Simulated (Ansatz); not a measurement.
Input for Ansatz (plane-wave DFT, PAW):

```yaml
crystal:
  lattice:
    - [2.2414564825, 0.0, -0.0096890616]
    - [0.0, 3.3638167939, 0.0]
    - [-0.4154682167, 0.0, 5.547916556]
  atoms:
    - { symbol: Li, position: [0.8656152327, 0.25, 0.1935536601] }
    - { symbol: Li, position: [0.1343847673, 0.75, 0.8064463399] }
    - { symbol: Be, position: [0.7529294862, 0.25, 0.5816706899] }
    - { symbol: Be, position: [0.2470705138, 0.75, 0.4183293101] }
basis:
  ecutwfc: 420
kpoints:
  mp_grid: { grid: [18, 12, 8] }
hamiltonian:
  xc: pbe
scf:
  occupations: { method: gaussian, width: 0.1 }
output:
  forces: true
  stress: true
  eigenvalues: true
  populations: true
```

Run as
```bash
ansatz run input.yaml --threads 1 --pin off --max-ram 1331MiB --backend cpu --events-out ev --progress --plain --runs-dir out
```

Level of theory: DFT PBE, scalar-relativistic, plane waves, PAW (Ansatz 0.2.0).

Abridged output:

```
Pseudopotentials: kind: paw
Pseudopotential: Li, paw, valence charge 3, recommended cutoff 420 eV (normal)
Pseudopotential: Be, paw, valence charge 2, recommended cutoff 420 eV (normal)
Functional definition: PBE
Crystal: 4 atoms, lattice volume = 41.817 Å³
Basis set: ecut = 420 eV, 823 PW (Γ), exchange–correlation on 30×48×80 points (8 copies of the dense FFT grid, shifted against one another)
Bands: 9, of which v1, the nominal top of the filled ones, is band 5 counted from 1 (4 counted from 0)
Symmetry: 4 space group operations
Space group: P21/m (ITA 11), of the structure as read, at distance tolerance 3.5e-5 Å
k-points: 518 of 1728
Initial density: superposition of atomic densities (neutral atoms: chi_scale 0, normalization atom), corrected by the library's trained network
Initial wavefunctions: pseudopotential atomic-orbital guess
Functional: x = pbe(κ = 0.804, μ = 0.21951497), c = pbe(β = 0.06672455)
SCF iter   1: F=—  HF=-593.853660 eV  |F-HF|=—  |Δ(HF+E_count)|=         —  Δρ=2.90e-3  dr2=1.25e-2  ethr=1.77e-3  ⟨swp⟩=5.0  Hψ=32593  notcnv=0
SCF iter   2: F=—  HF=-593.852086 eV  |F-HF|=—  |Δ(HF+E_count)|=   1.57e-3  Δρ=1.71e-3  dr2=4.16e-3  ethr=1.25e-4  ⟨swp⟩=1.0  Hψ=8806  notcnv=0
SCF iter   3: F=—  HF=-593.851238 eV  |F-HF|=—  |Δ(HF+E_count)|=   8.48e-4  Δρ=1.75e-4  dr2=7.44e-5  ethr=4.16e-5  ⟨swp⟩=1.1  Hψ=4673  notcnv=0
SCF iter   4: F=—  HF=-593.851191 eV  |F-HF|=—  |Δ(HF+E_count)|=   4.77e-5  Δρ=7.98e-5  dr2=9.10e-6  ethr=7.44e-7  ⟨swp⟩=2.1  Hψ=5532  notcnv=0
SCF iter   5: F=—  HF=-593.851189 eV  |F-HF|=—  |Δ(HF+E_count)|=   1.68e-6  Δρ=1.71e-5  dr2=3.75e-7  ethr=9.10e-8  ⟨swp⟩=1.1  Hψ=4672  notcnv=0
SCF iter   6: F=-593.851189 eV  HF=-593.851189 eV  |F-HF|=1.14e-9  |Δ(HF+E_count)|=   5.96e-8  Δρ=1.55e-6  dr2=2.05e-9  ethr=1.00e-9  ⟨swp⟩=4.7  Hψ=15085  notcnv=0
SCF 1 converged in 6 iterations: F = -593.851189 eV  dr2 = 2.05e-9
SCF converged after 6 iterations
Free energy (F): -593.851189 eV
Harris-Foulkes:  -593.851189 eV  (|F-HF|=1.14e-9)
Internal energy: -593.845390 eV  (E = F + TS)
E sigma→0 (E₀):  -593.848289 eV
Entropy (-TS):   -0.005799 eV (-1.450 meV/atom)
Fermi energy:    4.324365 eV
--- Per-component energies (eV) ---
  E_band       = -158.889254
  E_kinetic    = 87.255085
  E_local      = -243.712648  (includes V_loc(G=0)·N_el)
  E_nonlocal   = -56.288152
  E_hartree    = 75.722296
  E_xc         = -60.987466
  E_vxc        = -69.265991  (∫ρ·V_xc dr)
  E_paw        = -161.448406  (= ΣΔE_a)
  E_vpaw       = -28.322021  (= ΣTr[D̂ρ^β])
  E_aug_tail   = 0.000037  (compensation charges beyond the density's cutoff)
  E_ewald      = -234.386134
  E_smearing   = -0.005799  (= −TS)
--- Forces (eV/Å), atoms counted from 1 ---
  atom   1  Li    -0.21214611     0.00000000    -1.27863548
  atom   2  Li     0.21214611     0.00000000     1.27863548
  atom   3  Be    -0.37938561     0.00000000    -0.45845129
  atom   4  Be     0.37938561     0.00000000     0.45845129
--- Stress (GPa, compression-positive) ---
        3.460495       0.000000       1.189848
        0.000000      12.540565       0.000000
        1.189849       0.000000      10.930965
  P = ⅓ Tr σ = 8.9773 GPa (89.773 kbar)
--- Band table (eV; the first three rows and the last of 518) ---
  k-point 0: bands = ["-41.5705", "-41.5495", "-3.5770", "1.3116", "1.8842", "3.9632", "9.7828", "10.3803", "10.8250"]
  k-point 1: bands = ["-41.5704", "-41.5496", "-3.5676", "0.8848", "2.4564", "3.9813", "9.3733", "9.9943", "10.7777"]
  k-point 2: bands = ["-41.5702", "-41.5498", "-3.5442", "0.4160", "3.3578", "4.0266", "8.3720", "9.4175", "10.7389"]
  k-point 517: bands = ["-41.4220", "-41.4220", "2.4890", "2.4890", "6.2006", "6.2006", "8.2149", "8.2149", "8.9828"]
--- Löwdin populations: 4 sites ---
  site symbol q [e]
     0     Li      2.8766
     1     Li      2.8766
     2     Be      1.2702
     3     Be      1.2702
  spilling = 0.170643 (of n_electrons = 10.000000)
```

The run converged.